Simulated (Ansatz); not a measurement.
AlCu:
```
CELL_PARAMETERS angstrom
      4.06551     0.00000     0.00000
      2.03334    -2.06322     5.62718
      2.03167    -5.98305     0.00000
ATOMIC_POSITIONS crystal
  Al 0.50000 0.50000 0.50000
  Al 0.15572 0.53840 0.14994
  Al 0.84428 0.46160 0.85006
  Al 0.37739 0.00434 0.24092
  Al 0.62261 0.99566 0.75908
  Cu 0.00000 0.00000 0.00000
  Cu 0.25788 0.75973 0.72460
  Cu 0.74212 0.24027 0.27540
  Cu 0.10867 0.22805 0.55459
  Cu 0.89133 0.77195 0.44541
```

Relaxed with r²SCAN.

**Question.** Map the electron localisation function on the plane through (0.500, 0.500, 0.500) spanned by u = [0, 1, -1] and v = [-1, 1, 1] in lattice vectors, from plane-wave PAW r²SCAN (Ansatz code).

**Answer.** x is the fraction of u, y of v (the angle between them is 90°; rows are the nearest grid lines); atoms in the plane: Al at (0.00, 0.00), Al at (0.69, 0.34), Al at (0.31, 0.66), Al at (0.38, 0.12), Al at (0.62, 0.88), Cu at (0.00, 0.50), Cu at (0.02, 0.24), Cu at (0.98, 0.76), Cu at (0.34, 0.39), Cu at (0.66, 0.61).
```
y \ x   0.000  0.0882  0.176  0.265  0.353  0.441  0.559  0.647  0.735  0.824  0.912   1.00
------  -----  ------  -----  -----  -----  -----  -----  -----  -----  -----  -----  -----
1.00    0.022   0.062  0.460  0.298  0.374  0.693  0.693  0.374  0.298  0.460  0.062  0.022
0.925   0.363   0.500  0.317  0.081  0.115  0.469  0.163  0.022  0.459  0.611  0.571  0.363
0.850   0.224   0.303  0.369  0.156  0.084  0.265  0.021  0.021  0.378  0.447  0.201  0.224
0.775   0.843   0.197  0.467  0.508  0.321  0.441  0.586  0.515  0.409  0.186  0.339  0.843
0.700   0.268   0.207  0.676  0.043  0.030  0.542  0.245  0.177  0.170  0.233  0.188  0.268
0.625   0.275   0.431  0.622  0.014  0.014  0.516  0.206  0.857  0.330  0.194  0.341  0.275
0.550   0.367   0.190  0.445  0.641  0.576  0.423  0.162  0.265  0.190  0.267  0.181  0.367
0.450   0.367   0.181  0.267  0.190  0.265  0.162  0.423  0.576  0.641  0.445  0.190  0.367
0.375   0.275   0.341  0.194  0.330  0.857  0.206  0.516  0.014  0.014  0.622  0.431  0.275
0.300   0.268   0.188  0.233  0.170  0.177  0.245  0.542  0.030  0.043  0.676  0.207  0.268
0.225   0.843   0.339  0.186  0.409  0.515  0.586  0.441  0.321  0.508  0.467  0.197  0.843
0.150   0.224   0.201  0.447  0.378  0.021  0.021  0.265  0.084  0.156  0.369  0.303  0.224
0.0750  0.363   0.571  0.611  0.459  0.022  0.163  0.469  0.115  0.081  0.317  0.500  0.363
0.000   0.022   0.062  0.460  0.298  0.374  0.693  0.693  0.374  0.298  0.460  0.062  0.022
```

The density is the valence pseudo-density with augmentation charge, so density and ELF within about 1 Å of a nucleus are not all-electron values.

Space group C2/m. The first step of the workflow began from a Materials Project structure, measured or hypothetical; the Crystallography Open Database files this formula in space group No. 12, but the cells were not matched. Its standing as an ambient phase is unchecked. Symmetry was held in the r²SCAN relaxation; whether a distortion lowers the energy is not shown. The run is not spin-polarised.

Potentials: the later of the program's two PAW sets.
